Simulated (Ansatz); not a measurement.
SiO2:
```
CELL_PARAMETERS angstrom
     -4.46933     4.46933     2.61576
      4.46933    -4.46933     2.61576
      4.46933     4.46933    -2.61576
ATOMIC_POSITIONS crystal
  Si 0.17696 0.17696 0.35393
  Si 0.82304 0.82304 0.64607
  Si 0.17696 0.82304 0.00000
  Si 0.82304 0.17696 0.00000
  O  0.50000 0.50000 0.50000
  O  0.50000 0.00000 0.00000
  O  0.00000 0.00000 0.50000
  O  0.00000 0.50000 0.00000
  O  0.00000 0.20884 0.20884
  O  0.00000 0.79116 0.79116
  O  0.20884 0.00000 0.20884
  O  0.79116 0.00000 0.79116
```

Tensor components refer to the Cartesian frame of this cell.

Problem. Give the high-frequency dielectric tensor and the Born effective charge tensors of the independent atoms from DFPT, DFT-r²SCAN in the program Ansatz with PAW potentials.

Solution. 
ε∞:
```
1.97  0.00  0.00
0.00  1.97  0.00
0.00  0.00  1.97
```
Z* of atom 1 (Si), rows: field, columns: displacement, in e:
```
3.41  0.30  0.00
0.30  3.41  0.00
0.00  0.00  3.45
```
Z* of atom 5 (O), rows: field, columns: displacement, in e:
```
-1.38  -0.45  -0.74
-0.45  -1.38  -0.74
-0.71  -0.71  -2.44
```
Z* of atom 9 (O), rows: field, columns: displacement, in e:
```
-1.08   0.00   0.00
 0.00  -2.98   0.00
 0.00   0.00  -1.00
```

Static charges for comparison (Bader): Si1 +3.38, O5 -1.69, O9 -1.69 e. Born charges measure polarisation by displacement and can exceed these by far.

Space group I4/mmm. The workflow started from a Materials Project entry (that database holds measured and hypothetical structures alike); the Crystallography Open Database copy checked does not list it. It is not the phase usual at ambient conditions (space group No. 92, 152, 154). The cell was relaxed with r²SCAN under the symmetry of its start. At this level the phase is dynamically unstable (imaginary phonons).

Potentials: the later of the program's two PAW sets.
